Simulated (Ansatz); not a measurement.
**Mg3CdS4: computed properties**

All numbers below come from DFT PBE, scalar-relativistic, plane waves, PAW in Ansatz.

Settings: cutoff 420 eV, Γ-centred mesh 8×8×4 on the computed 8-atom cell, Gaussian smearing of 0.02 eV; no spin polarisation.

The structure is relaxed at this level of theory with its symmetry kept, and needn't be the ground state of this composition.

```
Mg Cd S
1.0
     3.75228    0.00000    0.00000
     0.00000    3.75228    0.00000
     0.00000    0.00000   10.63238
Mg Cd S
3 1 4
Direct
  0.00000 0.00000 0.74561
  0.00000 0.00000 0.25439
  0.50000 0.50000 0.50000
  0.50000 0.50000 0.00000
  0.00000 0.00000 0.00000
  0.50000 0.50000 0.25684
  0.00000 0.00000 0.50000
  0.50000 0.50000 0.74316
```

- Space group: P4/mmm (No. 123)
- Volume per atom: 18.71 Å³
- Formation energy from the elements' standard states (uncorrected): -1.196 eV/atom
- Kohn–Sham band gap: 1.05 eV, indirect from X to M
- Orbital (Löwdin) character of the top 1 eV of the valence band: S 3p 95 %
- Orbital (Löwdin) character of the lowest 1 eV of the conduction band: Cd 5s 54 %, S 3p 17 %, Mg 3s 15 %, unprojected 9 %
- Electron masses at the edge by direction of the standard setting (m_e; one valley, along these axes only; no spin-orbit coupling): x: 0.34; y: 0.34; z: 0.27
- Hole masses at the edge by direction of the standard setting (m_e; one valley, along these axes only; no spin-orbit coupling): x: 0.19; y: 0.62; z: over 30
- Bulk modulus: 74 GPa
- Its pressure derivative: 4.3
- Bader charge by site (e): Mg (2 in the cell) 1.67, Mg (1 in the cell) 1.67, Cd (1 in the cell) 0.93, S (1 in the cell) -1.16, S (2 in the cell) -1.56, S (1 in the cell) -1.67

The cell was found from a structure generator's guess, not taken from experiment. Kohn–Sham gaps at this level usually fall short of measured ones. Löwdin shares on free-atom orbitals overweight diffuse shells in the empty bands.
